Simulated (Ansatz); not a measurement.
# HfIr$_{3}$: a fit and a missing row

HfIr$_{3}$, Pm-3m, a = 3.942 Å. The structure is a COD entry; whether it is the stable form wasn't checked. Ansatz: r2SCAN, PAW, 500 eV, Γ-centred 12×12×12 mesh on 4 atoms, Gaussian smearing 0.10 eV; no spin polarisation. Symmetry fixes shape and atoms, so the cell is only scaled; pressure is positive in compression.

```
V (Å³/atom) P (GPa)
     14.397    21.44
     14.856     9.81
     15.316     0.01
     15.775        ?
     16.235   -15.21
```

Take V0 = 15.316 Å³/atom, count pressures from its P0 = 0.01 GPa, fit the third-order Birch–Murnaghan form to the other rows, and predict the missing pressure.

With the Eulerian strain f = ½[(V0/V)^(2/3) − 1] and y = (P − P0)/[3f(1 + 2f)^(5/2)], the form is the line y = B0 + 1.5 B0 (B0′ − 4) f. Rows (f, y): 0.02106, 305.9; 0.01027, 302.3; -0.01905, 293.5. Means f = 0.004093, y = 300.57; Σ(Δf)² = 0.0008616, ΣΔfΔy = 0.2647; the slope is their ratio. y = 299.3 + 307.3 f GPa, so B0 = 299.3 GPa and B0′ = 4 + 2 × (307.3)/(3 × 299.3) = 4.68. At V = 15.775, f = -0.00975, y = 296.30 and P = -8.24 GPa. The run gave -8.26 GPa, so the fit is 0.02 GPa too high, a small miss on the scale of the series.

Spin–orbit coupling is left out, which can shift energies with elements as heavy as these.

Cost: 5 runs of about 4.7 core-minutes in all, on Arm Neoverse V1 (shared hosts).